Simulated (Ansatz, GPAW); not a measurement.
Given: the input of a run of GPAW 26.7.0 (ASE script) on RuAu. The cell comes from a database or a generator and needn't be the stable form of this composition.

Contents of run.py:

```python
from ase import Atoms
from ase.dft.bandgap import bandgap
from ase.io import write
from ase.units import Bohr, GPa
from gpaw import GPAW, PW
from gpaw.elf import elf_from_dft_calculation

atoms = Atoms(['Ru', 'Au'],
              cell=[[3.16481, 0.0, 0.0],
                    [0.0, 3.16481, 0.0],
                    [0.0, 0.0, 3.16481]],
              scaled_positions=[[0.0, 0.0, 0.0],
                                [0.5, 0.5, 0.5]],
              pbc=True)

calc = GPAW(mode=PW(600),
            xc='PBE',
            kpts={'size': (8, 8, 8), 'gamma': True},
            occupations={'name': 'fermi-dirac', 'width': 0.05},
            nbands=26,
            convergence={'density': 1e-05, 'energy': 1e-05},
            maxiter=150,
            txt='gpaw.txt')
atoms.calc = calc
energy = atoms.get_potential_energy()
forces = atoms.get_forces()
stress = atoms.get_stress()
calc.write('gs.gpw')
write('result.traj', atoms)
print(f'Energy: {energy:.6f} eV')
print('Forces (eV/A):')
print(forces.round(4))
print('Stress (GPa):', (stress / GPa).round(3))
print('Fermi level:', round(calc.get_fermi_level(), 4), 'eV')
print(f'Gap: {bandgap(calc)[0]:.4f} eV, direct: {bandgap(calc, direct=True)[0]:.4f} eV')

# fields on the real-space grid
write('density.cube', atoms, data=calc.get_pseudo_density() * Bohr**3)
write('potential.cube', atoms, data=calc.get_electrostatic_potential())
write('elf.cube', atoms, data=elf_from_dft_calculation(calc).data)
```

Potentials or basis: GPAW PAW data sets (gpaw-data 1.2.1), pw.

Run with:

```sh
$ OMP_NUM_THREADS=1 python run.py
```

Question: Translate it to Ansatz 0.2.0. Potentials or basis there: Ansatz PAW (earlier soft set), cutoff 420 eV.

Answer: As run (cutoffs and basis follow the program's own potentials, and thresholds, step limits or extra output files can differ):

The input input.yaml:

```yaml
crystal:
  lattice:
    - [3.16481, 0.0, 0.0]
    - [0.0, 3.16481, 0.0]
    - [0.0, 0.0, 3.16481]
  atoms:
    - { symbol: Ru, position: [0.0, 0.0, 0.0] }
    - { symbol: Au, position: [0.5, 0.5, 0.5] }
hamiltonian:
  xc: pbe
  pseudopotentials: { kind: paw, azcp: { folder: soft_1 } }
kpoints:
  mp_grid: { grid: [8, 8, 8] }
scf:
  occupations: { method: fermi_dirac, width: 0.05 }
output:
  forces: true
  stress: true
  eigenvalues: true
```

Potentials or basis: Ansatz PAW soft_1.

Launch:

```sh
$ ansatz run input.yaml --threads 1 --pin off --max-ram 3584MiB --backend cpu --events-out ev --progress --plain --runs-dir out
```

Both were run:

|  | GPAW | Ansatz |
| --- | --- | --- |
| Pressure | 2.0 GPa | 0.4 GPa |

Ansatz's pressure holds a Pulay term of +0.10 GPa for its cutoff of 420 eV, which the other run lacks.

The potentials hold 27 and 35 valence electrons a cell.

Where Ansatz's input types no cutoff or centring, it takes its own default and a Γ-centred mesh.

Pressure is positive in compression.
